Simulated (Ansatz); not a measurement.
Ni: converged, but where?

We look at Ni: a measured crystal structure (space group Fm-3m, primitive cell doubled), with 2 atoms per cell. Source: COD entry 9013030; it may be a high-temperature, high-pressure or metastable form.

All numbers below come from DFT, PBE, PAW, plane waves, scalar-relativistic (Ansatz).

```yaml
crystal:
  lattice:
    - [-1.7905, -1.7905, -3.581]
    - [1.7905, -1.7905, 0.0]
    - [-1.7905, -1.7905, 0.0]
  atoms:
    - { symbol: Ni, position: [0.0, 0.0, 0.0], spin: 1.0 }
    - { symbol: Ni, position: [0.5, 0.5, 0.0], spin: 1.0 }
magnetization:
  spin_polarized: true
hamiltonian:
  xc: pbe
  pseudopotentials: { kind: paw }
basis:
  ecutwfc: 420
kpoints:
  mp_grid: { grid: [9, 12, 15] }
scf:
  occupations: { method: fermi_dirac, width: 0.1 }
  lower_state_search: "off"
output:
  forces: true
  stress: true
```

Time: 19 s on 2 threads of x86-64 server CPU, with other jobs on the host, peak memory 0.65 GiB.

The end of the output:

```
SCF converged after 14 iterations
Magnetization: 1.2973 μB (18.6486 up, 17.3514 down)
Absolute magnetization: 1.4894 μB (∫|ρ↑−ρ↓|, with the PAW one-centre terms)
Spin contamination: 0.0159 ħ² per cell (⟨S²⟩ above its minimum at these occupations)
Per-site moments (μB) at R_I (Å): [(0.6889, 1.0445), (0.6889, 1.0445)]
Free energy (F): -11679.463760 eV
Harris-Foulkes:  -11679.463760 eV  (|F-HF|=1.01e-9)
Internal energy: -11679.352312 eV  (E = F + TS)
E sigma→0 (E₀):  -11679.408036 eV
Entropy (-TS):   -0.111448 eV (-55.724 meV/atom)
Fermi energy:    16.984815 eV
--- Forces (eV/Å), atoms counted from 1 ---
  atom   1  Ni    -0.00000000    -0.00000000     0.00000000
  atom   2  Ni    -0.00000000    -0.00000000     0.00000000
--- Stress (GPa, compression-positive) ---
       -8.796160      -0.080463       0.002808
       -0.080463      -8.796160       0.002808
        0.002808       0.002808      -8.908097
  P = ⅓ Tr σ = -8.8335 GPa (-88.335 kbar)
```

The mesh has less symmetry than the lattice, which lowers the symmetry of the run.

A small moment in a metal is sensitive to the mesh and the smearing.

Site moments are taken inside atomic spheres and don't add up to the total.

Question: Has the SCF ended in the lowest solution? If not, by how much is it too high?

Answer: No lower state turned up: it is the lowest of 2 states reached by 11 converged runs, and the next lies 38.4 meV/atom higher (non-magnetic, no gap on the k-mesh). That doesn't prove a ground state. This multiple of the primitive cell fits some opposed orders; other multiples fit others. Orders that need a larger cell or non-collinear spins weren't tried.
